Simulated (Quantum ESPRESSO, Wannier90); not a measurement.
**InP (zinc blende): Wannier90 run**

```
InP
1.0
    0.00000     2.95198     2.95198
    2.95198     0.00000     2.95198
    2.95198     2.95198     0.00000
In P
1 1
Cartesian
  0.00000   0.00000   0.00000
 -1.47599  -1.47599  -1.47599
```

Structure: Materials Project mp-20351, symmetrised, not relaxed again. COD (Crystallography Open Database) has an entry of this formula and space group (matched by these alone). Computed values, not measurements, from LDA: Quantum ESPRESSO (norm-conserving PseudoDojo potentials, cutoff 56 Ry, no spin polarisation, no spin-orbit coupling) on a Γ-centred 10×10×10 mesh, then Wannier90. Density: 10×10×10 mesh, Gaussian smearing 0.01 Ry. Spin-orbit coupling is left out although heavy elements are present.

Base run: 8 functions from bands 6-20 of the 20 computed, start hydrogen-like In: s;p; P: s;p, centres 0.05 Å off the atoms, frozen window up to 1.87 eV relative to the valence-band maximum, outer window open. One setting was then changed (edges relative to the valence-band maximum; misfit to pw.x on a path, for states up to 1.4 eV relative to the valence-band maximum).

```csv
run,Ω_I (Å²),rms misfit (meV),worst (meV)
base,11.57,2.8,11
changed,21.01,3.9,20
```

Q: Which change was made?
(A) outer window to 9.57 eV
(B) no frozen window
(C) only the lowest 10 of the kept bands
(D) frozen window to 1.37 eV
(E) frozen window to 3.87 eV

A: A, outer window to 9.57 eV. The others give:

```json
[
 {"run": "frozen window to 3.87 eV", "Ω_I (Å²)": "14.57", "rms misfit (meV)": "2.4", "worst (meV)": "11"},
 {"run": "frozen window to 1.37 eV", "Ω_I (Å²)": "11.46", "rms misfit (meV)": "1.9", "worst (meV)": "18"},
 {"run": "no frozen window", "Ω_I (Å²)": "10.95", "rms misfit (meV)": "178", "worst (meV)": "635"},
 {"run": "only the lowest 10 of the kept bands", "Ω_I (Å²)": "17.43", "rms misfit (meV)": "0.9", "worst (meV)": "4.1"}
]
```
